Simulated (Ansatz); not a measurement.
## Notes on Ba$_{2}$LaReF$_{6}$

```
CELL_PARAMETERS angstrom
0.00000 4.37273 4.37273
4.37273 0.00000 4.37273
4.37273 4.37273 0.00000
ATOMIC_POSITIONS crystal
La 0.50000 0.50000 0.50000
Ba 0.25000 0.25000 0.25000
Ba 0.75000 0.75000 0.75000
Re 0.00000 0.00000 0.00000
F 0.77600 0.22400 0.22400
F 0.22400 0.77600 0.22400
F 0.22400 0.77600 0.77600
F 0.77600 0.22400 0.77600
F 0.22400 0.22400 0.77600
F 0.77600 0.77600 0.22400
```

Level: r2SCAN, no spin polarisation; 500 eV; 5×5×5 Γ-centred mesh; tetrahedron occupations; Ansatz 0.2.0, fixed geometry.

(1) Is the cell too large or too small?

(2) Which element gives electrons and which takes them?

(3) Is it stable against the elements?

(4) Is there a gap?

(5) Where is the largest force?

Origin: a known structure type with other elements, at an estimated volume, so it need not be a known compound. Caveats: empty levels are not fully converged; many states at the Fermi level without spin polarisation, so a magnetic state may lie lower; correlation that this level lacks may open a gap in such a compound; atoms or cell far from equilibrium; forces and stress under tetrahedra may miss the slope of the energy; f levels without a U or exact exchange are poorly placed.

Answers

(1) The pressure is 13.5 GPa (compression positive), so with the atoms held at these fractions the cell would first expand; the forces are large, so a full relaxation may end otherwise.

(2) Bader charges in e: Ba +1.10, La +1.56, Re +1.49, F -0.87. In the mean La gives up most and F takes most.

(3) -2.09 eV an atom against the elements' usual phases (free molecules for gases, crystals otherwise, with no correction for O₂ or N₂), so it is bound against them; other compounds may still compete. Relaxing would lower it.

(4) It is a metal, with about 9.2 states/eV a cell as the mean within 0.25 eV of the Fermi level.

(5) The largest is on F5 (and as large on other atoms): 2.51 eV/Å, components (2.51, 0.00, 0.00). It makes 180° with the line to a nearest neighbour, Re4 at 1.96 Å, pointing away from it.
